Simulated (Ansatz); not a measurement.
# Computed properties of TePd

TePd:
```xyz
4
Lattice="4.1572 0.0000 0.0000 -2.0786 3.6003 0.0000 0.0000 0.0000 5.6154" Properties=species:S:1:pos:R:3 pbc="T T T"
Te     0.0000     2.4002     1.4038
Te     2.0786     1.2001     4.2115
Pd     0.0000     0.0000     0.0000
Pd     0.0000     0.0000     2.8077
```

Space group P6_3/mmc (No. 194), NiAs type; conventional cell a = b = 4.1572 Å, c = 5.6154 Å, α = β = 90.00°, γ = 120.00°.

Method: DFT-PBEsol in the program Ansatz with PAW potentials. Structure relaxed to zero pressure with the same functional. Other levels are named where they apply.

Cell and energy:

| Item | Value |
|---|---|
| Volume per atom | 21.01 Å³ |
| Density | 9.25 g/cm³ |
| Formation energy from the elements (no fitted shifts) | -0.38 eV/atom |

Electronic structure:

| Quantity | Result |
|---|---|
| Electronic character | metallic (no gap) |
| Density of states at the Fermi level | 0.47 states/eV per atom (mean over ±0.08 eV) |
| Gap with spin–orbit coupling | none (metallic) |

Mechanics:

| Item | Value |
|---|---|
| Bulk modulus (Birch–Murnaghan fit) | 116 GPa |
| Pressure derivative B′ | 5.1 |
| Elastic constants (relaxed ions, GPa) | C11 = 152, C12 = 113, C13 = 86.4, C33 = 171, C44 = 22.0 |
| Mechanical stability | stable (all eigenvalues of C positive) |
| Hill bulk and shear moduli | 116 and 24.2 GPa |
| Young's modulus | 68.0 GPa |
| Poisson's ratio | 0.40 |
| Debye temperature from the elastic constants | 198 K |

Phonons:

| Property | Value |
|---|---|
| Highest zone-centre frequency | 183 cm⁻¹ |
| Zone-centre stability | no imaginary mode at Γ |

The workflow started from a Materials Project entry (that database holds measured and hypothetical structures alike); the Crystallography Open Database files this formula in space group No. 194, but the cells were not matched. Its standing as an ambient phase is unchecked. The cell was relaxed with PBEsol under the symmetry of its start. The run is not spin-polarised. As this level gives no gap, shear constants depend on the k-mesh and smearing (Fermi–Dirac, 0.1 eV here). As this level gives no gap, phonon frequencies hold no LO–TO term and depend on the k-mesh and smearing (Fermi–Dirac, 0.1 eV here). The references are the lowest solids computed at this level, not always the standard phases. Spin–orbit coupling is left out wherever it is not named.

Potentials: the later of the program's two PAW sets.
